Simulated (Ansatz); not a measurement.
C (graphite, space group No. 194) at seven volumes, DFT-PBE+D3(BJ) in the program Ansatz with PAW potentials, shape and atoms relaxed at each. One row is withheld.

```csv
V (Å³/atom),P (GPa)
8.086,4.83
8.353,2.65
8.619,1.08
8.886,0.01
9.152,-0.77
9.419,-1.27
9.685,?
```

Question: Fit the shown pressures and predict the withheld one.

Answer: P = (3/2)B₀(x^(7/2) − x^(5/2))[1 + (3/4)(B′ − 4)(x − 1)] with x = (V₀/V)^(2/3). Least squares on the six rows gives V₀ = 8.881 Å³/atom, B₀ = 31.0 GPa, B′ = 11.77. At V = 9.685, x = 0.9439 and P = -1.52 GPa. The run itself gave -1.59 GPa.

Space group P6_3/mmc (graphite). Symmetry was held in the PBE+D3(BJ) relaxation.

Potentials: the later of the program's two PAW sets.
